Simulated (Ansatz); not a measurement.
The start is a generated cell, Nb built in the beta-W structure type. A full variable-cell relaxation at zero pressure is run with r2SCAN (plane waves to 500 eV, PAW, scalar-relativistic; Ansatz, a first-principles code). First-step values are on the input's coarse k-mesh.

Ansatz input (later rounds restart from its end on a renewed k-mesh):
Ansatz 0.2 input:
```yaml
crystal:
  lattice:
    - [5.273116, 0, 0]
    - [0, 5.273116, 0]
    - [0, 0, 5.273116]
  atoms:
    - { symbol: Nb, position: [0.25, 0, 0.5] }
    - { symbol: Nb, position: [0.75, 0, 0.5] }
    - { symbol: Nb, position: [0, 0.5, 0.25] }
    - { symbol: Nb, position: [0, 0.5, 0.75] }
    - { symbol: Nb, position: [0.5, 0.25, 0] }
    - { symbol: Nb, position: [0.5, 0.75, 0] }
    - { symbol: Nb, position: [0, 0, 0] }
    - { symbol: Nb, position: [0.5, 0.5, 0.5] }
basis: { ecutwfc: 500, ecutrho_ratio: 4, xc_grid: 4, fft_grid_basis: typed }
kpoints: { mp_grid: { grid: [6, 6, 6] } }
hamiltonian:
  xc: r2scan
  dispersion: none
  pseudopotentials: { azcp: { folder: ./paw }, kind: paw }
scf: { occupations: { method: fermi_dirac, width: 0.05 } }
relax: { f_tol: 0.01, max_steps: 100, cell: { stress_tol: 0.02 } }
output: { forces: true, stress: true }
```

### Question
How does the volume change?

### Answer
+1.0 %, from 18.33 to 18.51 Å³/atom.

### Question
How do the shortest distances between atoms change?

### Answer
The closest pairs of elements (up to four, under 3.6 Å), start → end: Nb–Nb 2.64 → 2.65 Å.

### Question
Write out the relaxed structure.

### Answer

```cif
data_Nb8
_chemical_formula_sum 'Nb8'
_space_group_name_H-M_alt 'Pm-3n'
_space_group_IT_number 223
_space_group_name_Hall '-P 4n 2 3'
_cell_length_a 5.29090
_cell_length_b 5.29090
_cell_length_c 5.29090
_cell_angle_alpha 90.000
_cell_angle_beta 90.000
_cell_angle_gamma 90.000
loop_
_atom_site_label
_atom_site_type_symbol
_atom_site_symmetry_multiplicity
_atom_site_Wyckoff_symbol
_atom_site_fract_x
_atom_site_fract_y
_atom_site_fract_z
_atom_site_occupancy
Nb1 Nb 6 c 0.00000 0.50000 0.25000 1
Nb2 Nb 2 a 0.00000 0.00000 0.00000 1
```

The space group stays Pm-3n (No. 223) (the run could not lower it), with 8 atoms in the primitive cell. Final values are on a 9×9×9 k-mesh of the relaxed cell. No spin polarisation in the result.

The run could not lose the symmetry of its start, so the end can be a saddle point.

All atoms sit on sites fixed by symmetry, so only the cell could relax.

The relaxed structure here is a generated cell of Nb: the first start was made by placing the elements on the sites of a structure type, and the end was not matched to a known phase here, so it may be hypothetical. Known forms of Nb include space group No. 229.
